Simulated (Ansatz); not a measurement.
YAlGe: pressure against volume

YAlGe, Cmcm, a = 4.033 Å, b = 10.465 Å, c = 5.762 Å. The structure is a COD entry; whether it is the stable form wasn't checked. Ansatz: r2SCAN, PAW, 500 eV, Γ-centred 10×10×6 mesh on 6 atoms, Gaussian smearing 0.10 eV; no spin polarisation. Shape and atoms are relaxed at each volume; pressure is positive in compression.

| V (Å³/atom) | P (GPa) |
| --- | --- |
| 19.050 | ? |
| 19.657 | 2.86 |
| 20.265 | 0.01 |
| 20.873 | -2.42 |
| 21.481 | -4.49 |

Problem. Take V0 = 20.265 Å³/atom, count pressures from its P0 = 0.01 GPa, fit the third-order Birch–Murnaghan form to the other rows, and predict the missing pressure.

Solution. With the Eulerian strain f = ½[(V0/V)^(2/3) − 1] and y = (P − P0)/[3f(1 + 2f)^(5/2)], the form is the line y = B0 + 1.5 B0 (B0′ − 4) f. Rows (f, y): 0.01026, 88.0; -0.00976, 87.2; -0.01905, 86.8. Means f = -0.006183, y = 87.333; Σ(Δf)² = 0.0004487, ΣΔfΔy = 0.01830; the slope is their ratio. y = 87.59 + 40.79 f GPa, so B0 = 87.6 GPa and B0′ = 4 + 2 × (40.79)/(3 × 87.59) = 4.31. At V = 19.050, f = 0.02104, y = 88.45 and P = 6.20 GPa. The run gave 6.20 GPa, the same to the digits shown. The form still works here, 33 % of the fitted range beyond its end.